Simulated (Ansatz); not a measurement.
**Hf₅Ge₃: reading a single point**

```yaml
crystal:
  lattice:
    - [7.88142, 0.00000, 0.00000]
    - [-3.94071, 6.82551, 0.00000]
    - [0.00000, 0.00000, 5.39824]
  atoms:
    - { symbol: Ge, position: [0.61500, 0.00000, 0.25000] }
    - { symbol: Ge, position: [0.61500, 0.61500, 0.75000] }
    - { symbol: Ge, position: [0.00000, 0.61500, 0.25000] }
    - { symbol: Ge, position: [0.38500, 0.00000, 0.75000] }
    - { symbol: Ge, position: [0.38500, 0.38500, 0.25000] }
    - { symbol: Ge, position: [0.00000, 0.38500, 0.75000] }
    - { symbol: Hf, position: [0.33330, 0.66670, 0.00000] }
    - { symbol: Hf, position: [0.66660, 0.33330, 0.50000] }
    - { symbol: Hf, position: [0.66670, 0.33330, 0.00000] }
    - { symbol: Hf, position: [0.33340, 0.66670, 0.50000] }
    - { symbol: Hf, position: [0.24000, 0.00000, 0.25000] }
    - { symbol: Hf, position: [0.24000, 0.24000, 0.75000] }
    - { symbol: Hf, position: [0.00000, 0.24000, 0.25000] }
    - { symbol: Hf, position: [0.76000, 0.00000, 0.75000] }
    - { symbol: Hf, position: [0.76000, 0.76000, 0.25000] }
    - { symbol: Hf, position: [0.00000, 0.76000, 0.75000] }
```

The numbers come from plane-wave PAW DFT (Ansatz): r2SCAN, no spin polarisation, 500 eV, 5×5×6 Γ-centred k points, fermi-dirac occupations (width 0.1 eV). Nothing was relaxed.

Task: Is there a gap?

Result: It is a metal, with about 7.7 states/eV a cell as the mean within 0.25 eV of the Fermi level, mostly Hf d (86 %).

Task: Is the cell too large or too small?

Result: The pressure is 6.7 GPa (compression positive), so with the atoms held at these fractions the cell would first expand; the forces are large, so a full relaxation may end otherwise. The principal stresses 6.0, 6.0, 8.0 GPa differ, so its shape would change too.

Task: Give the Bader charges.

Result: Bader charges in e: Hf +1.06 to +1.13, Ge -1.84. In the mean Hf gives up most and Ge takes most.

Task: Where is the largest force?

Result: The largest is on Hf11 (and as large on other atoms): 0.97 eV/Å, components (0.97, 0.00, 0.00). It makes 98° with the line to a nearest neighbour, Ge3 at 2.65 Å.

Task: What is the formation energy?

Result: -0.69 eV an atom against the elements' usual phases (free molecules for gases, crystals otherwise, with no correction for O₂ or N₂), so it is bound against them; other compounds may still compete. Relaxing would lower it.

Origin: a known structure type with other elements, at an estimated volume, so it need not be a known compound.
